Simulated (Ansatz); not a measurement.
GaN:
Space group Pm-3n (No. 223); a = b = c = 5.509 Å, α = β = γ = 90.00°

| atom | site | symmetry | x | y | z |
|---|---|---|---|---|---|
| Ga | 6c | -4m.2 | 0.0000 | 0.5000 | 0.2500 |
| N | 6d | -4m.2 | 0.0000 | 0.2500 | 0.5000 |

Relaxed with r²SCAN. 

**Question.** HSE06 on this cell (Ansatz, a first-principles code, PAW) gives a gap of 2.80 eV. What does r²SCAN give?

**Answer.** 1.86 eV.

Cost on shared cores: the r²SCAN run (SCF on a 5×5×5 mesh, then bands and DOS) very roughly 4 core-minutes, the HSE06 run (SCF on 3×3×3, then a few points) about 5 core-minutes (a rough figure); the tasks are unlike.

The start of the workflow was typed in or built on a structure type; neither database checked (COD, Materials Project) lists it. It is not the phase usual at ambient conditions (space group No. 186, 216). The cell was relaxed with r²SCAN under the symmetry of its start; whether a distortion lowers the energy is not shown. Spin–orbit coupling is left out wherever it is not named.

Potentials: the later of the program's two PAW sets.

Ansatz is a plane-wave DFT program.
